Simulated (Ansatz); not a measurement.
A relaxed structure of Ge is spoiled in several ways and relaxed again each time (noise and exchanges are one random draw each; squeezed and stretched starts keep its symmetry, which their runs cannot lower; pressure is positive under compression). Computed with r2SCAN (plane waves to 500 eV, PAW, scalar-relativistic; Ansatz, an electronic-structure program).

Space group Fd-3m, origin choice 1 (No. 227); a = b = c = 5.673 Å, α = β = γ = 90.00°

```
atom  site  symmetry       x       y       z
----  ----  --------  ------  ------  ------
Ge      8a      -43m  0.0000  0.0000  0.0000
```
(The calculation used a cell of 2 atoms; values per cell refer to that cell.)

| change | first pressure (GPa) | largest first force (eV/Å) | released (eV/atom) | moves | outcome | final group | E − E(parent) (eV/atom) |
|---|---|---|---|---|---|---|---|
| stretched uniformly to 115 % of its volume | -7.0 | 0.00 | 0.09 | 4 | returns to the parent | Fd-3m | 0.000 |
| with every coordinate shifted by Gaussian noise of σ = 0.1 Å | 0.1 | 0.69 | 0.01 | 4 | returns to the parent | Fd-3m | 0.000 |

First-step values come from each run's starting, coarser k-mesh (7×7×7). The runs use different k-meshes, so differences are rounded accordingly. No spin polarisation in the result.
